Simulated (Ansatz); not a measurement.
Polymorphs of Au, each relaxed with r²SCAN+D4 (plane waves, PAW; program Ansatz):

A: fcc (Cu type) (Fm-3m)
a = b = c = 4.109 Å, α = β = γ = 90.00°

```
atom  site  symmetry       x       y       z
----  ----  --------  ------  ------  ------
Au      4a      m-3m  0.0000  0.0000  0.0000
```

B: hcp (Mg type) (P6_3/mmc)
a = b = 2.894 Å, c = 4.793 Å, α = β = 90.00°, γ = 120.00°

```csv
atom,site,symmetry,x,y,z
Au,2c,-6m2,0.3333,0.6667,0.2500
```

### Question
Order them by energy per atom at 0 K (lowest first) at the level r²SCAN+D4.

### Answer
A (+0 meV/atom), B (+11 meV/atom)

Not the usual ambient phase: B. All cells were relaxed under the symmetry of their starts (and spin orders); stability against distortions was not tested throughout. Spin–orbit coupling is left out wherever it is not named.

Energies hold the estimated change up to a 700 eV cutoff; steps of a few meV lie near the error of the meshes.

Potentials: the later of the program's two PAW sets.
